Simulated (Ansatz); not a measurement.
BW$_{2}$ in space group I4/mcm (No. 140; B on 4a, W on 8h) under volume change, LDA (plane waves, PAW; program Ansatz), shape and atoms relaxed at each volume.

```
V (Å³/atom)  E − E(relaxed) (meV/atom)  P (GPa)
-----------  -------------------------  -------
10.854                           127.6    41.17
11.212                            53.7    25.36
11.570                            12.7    11.70
11.928                             0.0     0.00
12.285                            11.5   -10.04
12.643                            43.7   -18.62
13.001                            93.7   -25.92
```

**Question.** What does a third-order Birch–Murnaghan fit give for V₀, B₀ and B′?

**Answer.** V₀ = 11.93 Å³/atom, B₀ = 360 GPa, B′ = 4.1.

The workflow started from a Materials Project entry (that database holds measured and hypothetical structures alike); the Crystallography Open Database files this formula in space group No. 140, but the cells were not matched. Whether it is the stable phase at ambient conditions was not checked. The LDA relaxation kept the symmetry of its start. At this level the phase is dynamically unstable (imaginary phonons). No spin polarisation was allowed. Scalar-relativistic: spin–orbit coupling is off unless named, which matters more the heavier the elements.

Potentials: the later of the program's two PAW sets.
